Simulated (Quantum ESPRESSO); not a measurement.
## Calculated data, ZrTi2O4F4 (made-up cell, one site empty)

Calculation on a made-up crystal cell, not a measurement, run twice, once with a planted mistake found by running each candidate: periodic Kohn-Sham density functional theory in plane waves with PseudoDojo standard norm-conserving scalar-relativistic pseudopotentials, each functional with its own files (v0.5 for PBE, v0.4.1 for LDA and PBEsol), no spin polarisation, no spin-orbit coupling, atoms not relaxed, stress positive in tension, energies less a fixed whole-eV offset for each atom's element; levels are Kohn-Sham levels at fractions of this cell's reciprocal vectors, counted from the reference band (half the neutral cell's valence electrons, rounded up) at Gamma; error bars cover cutoff and k-mesh only, not smearing or the files; each bar is the largest change over components, and at least 0.002 eV, 0.002 eV per angstrom or 0.02 GPa; a charged cell sits in a uniform background, with energy and stress on this program's zero of potential; no dispersion term; energies are for the whole cell, and the offsets were chosen from early runs and are not element reference energies; a distance is the largest change of any value in units of its error bar (the energy's for the smearing term), a scale change is of lengths, and a coarse mesh keeps the half-step shift. Program: Quantum ESPRESSO 7.5.

### ZrTi2O4F4 (made-up cell, one site empty)

Intended structure:
```
ZrTi2O4F4
1.0
      4.7211     0.0056     0.0648
      0.0056     4.8482     0.0183
      0.0648     0.0183     4.8177
Ti Zr Ti O F O
1 1 1 2 4 2
Direct
  0.02145 -0.01218 0.01215
  0.49096 0.02476 0.50936
  0.49703 0.51303 0.01999
  0.22578 0.24504 0.24810
  0.25736 0.25499 0.75523
  0.24467 0.75522 0.26650
  0.25571 0.73945 0.73041
  0.72713 0.26126 0.26791
  0.74581 0.25063 0.74946
  0.73997 0.75910 0.25111
  0.77739 0.74123 0.73924
```

```
lattice type                         : fluorite
empty site                           : 2
intended functional                  : pbe
intended cutoff                      : 1143 eV
intended fermi dirac smearing        : 0.025 eV
intended scf tolerance               : 1e-07 eV
intended electrons removed           : 0
healthy free energy less offsets     : 18.203 eV
healthy scf iterations               : 18
healthy smearing term minus ts       : 0 eV
healthy pressure                     : 17.06 GPa
healthy stress xx                    : -21.4 GPa
healthy stress yy                    : -12.15 GPa
healthy stress zz                    : -17.63 GPa
healthy stress yz                    : 0.33 GPa
healthy stress xz                    : 2.83 GPa
healthy stress xy                    : 10.98 GPa
healthy reference band               : 44
faulty free energy less offsets      : 18.409 eV
faulty scf iterations                : 9
faulty smearing term minus ts        : 0 eV
faulty pressure                      : 17.46 GPa
faulty stress xx                     : -21.65 GPa
faulty stress yy                     : -12.52 GPa
faulty stress zz                     : -18.2 GPa
faulty stress yz                     : 0.39 GPa
faulty stress xz                     : 2.67 GPa
faulty stress xy                     : 11.3 GPa
faulty reference band                : 44
candidate k points along each vector : 1
candidate cutoff                     : 828 eV
candidate smearing                   : 0.57 eV
candidate functional                 : pbesol
candidate scf tolerance              : 0.4 eV
candidate electrons removed          : -1
candidate scale change               : 1.79 percent
candidate first exchanged site       : 6
candidate second exchanged site      : 7
intended k mesh                      : 5 x 5 x 5, shifted by half a step
structure shown                      : as intended, without the mistake
fault kind                           : ?
```

Atoms:
```csv
atoms element,atom site,atom energy offset (eV)
Ti,1,-1614
Zr,3,-1377
Ti,4,-1614
O,5,-452
O,6,-452
F,7,-677
F,8,-677
F,9,-677
F,10,-677
O,11,-452
O,12,-452
```

Healthy forces:
```csv
site,x (eV/Å),y (eV/Å),z (eV/Å)
1,-1.604,0.333,-0.936
3,0.449,-1.551,0.865
4,1.687,0.236,-0.943
5,0.214,-0.18,-1.535
6,-0.927,-0.393,2.113
7,-0.641,-1.074,-1.68
8,-0.171,-0.419,2.581
9,1.471,1.51,-2.314
10,1.283,0.463,2.155
11,-0.186,0.15,-2.518
12,-1.575,0.925,2.212
```

Healthy levels:
```csv
level k point,next band up (eV)
Gamma,0.454
"(1/2,1/2,1/2)",0.57
"(0.15,0,0)",0.501
"(0,0.15,0)",0.5
"(0,0,0.15)",0.507
```

Faulty forces:
```csv
site,x (eV/Å),y (eV/Å),z (eV/Å)
1,-1.539,0.317,-0.877
3,0.432,-1.548,0.814
4,1.677,0.27,-0.885
5,0.128,-0.166,-1.61
6,-0.981,-0.378,2.154
7,-0.661,-1.063,-1.719
8,-0.219,-0.418,2.613
9,1.464,1.54,-2.333
10,1.292,0.497,2.191
11,-0.135,0.123,-2.533
12,-1.457,0.825,2.185
```

Faulty levels:
```csv
level k point,next band up (eV)
Gamma,1.689
"(1/2,1/2,1/2)",1.933
"(0.15,0,0)",1.745
"(0,0.15,0)",1.747
"(0,0,0.15)",1.755
```

Candidate mistake: coarse kmesh, low cutoff, wide smearing, wrong functional, loose scf, wrong charge, cell scaled, atoms exchanged

Q: What fault kind does the calculation give for ZrTi2O4F4 (made-up cell, one site empty)?
A: loose scf

Further results for ZrTi2O4F4 (made-up cell, one site empty):

```
other mistakes compared             : 7
distance from healthy               : 681.4 error bars
distance from nearest other mistake : 678.1 error bars
healthy error bar energy            : 0.002988 eV
healthy error bar stress            : 0.03435 GPa
healthy error bar force             : 0.004225 eV/Å
healthy error bar next band up      : 0.002 eV
```
